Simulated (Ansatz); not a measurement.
Consider the following.

NiSb2:
```cif
data_Ni2Sb4
_chemical_formula_sum 'Ni2 Sb4'
_space_group_name_H-M_alt 'Pnnm'
_space_group_IT_number 58
_space_group_name_Hall '-P 2 2n'
_cell_length_a 5.18258
_cell_length_b 6.30513
_cell_length_c 3.87902
_cell_angle_alpha 90.000
_cell_angle_beta 90.000
_cell_angle_gamma 90.000
loop_
_space_group_symop_operation_xyz
  'x, y, z'
  '-x, -y, -z'
  '-x, -y, z'
  'x, y, -z'
  'x+1/2, -y+1/2, -z+1/2'
  '-x+1/2, y+1/2, z+1/2'
  '-x+1/2, y+1/2, -z+1/2'
  'x+1/2, -y+1/2, z+1/2'
loop_
_atom_site_label
_atom_site_type_symbol
_atom_site_symmetry_multiplicity
_atom_site_Wyckoff_symbol
_atom_site_fract_x
_atom_site_fract_y
_atom_site_fract_z
_atom_site_occupancy
Ni1 Ni 2 a 0.00000 0.00000 0.00000 1
Sb1 Sb 4 g 0.22016 0.35991 0.00000 1
```

This is the r²SCAN-relaxed structure.

Question: All from r²SCAN in the plane-wave PAW code Ansatz, unless another level is named. Predict the electronic character.

Answer: metallic (no gap).

Question: Predict the density of states at the Fermi level.

Answer: 0.45 states/eV per atom (mean over ±0.08 eV).

Question: Next, the formation energy from the elements (no fitted shifts)?

Answer: -0.19 eV/atom.

The workflow started from an entry of the Crystallography Open Database (COD). Whether it is the stable phase at ambient conditions was not checked. The r²SCAN relaxation kept the symmetry of its start; whether a distortion lowers the energy is not shown. The workflow began spin-polarised and lost its moments. The references are the lowest solids computed at this level, not always the standard phases. Scalar-relativistic: spin–orbit coupling is off unless named, which matters more the heavier the elements.

Potentials: the later of the program's two PAW sets.
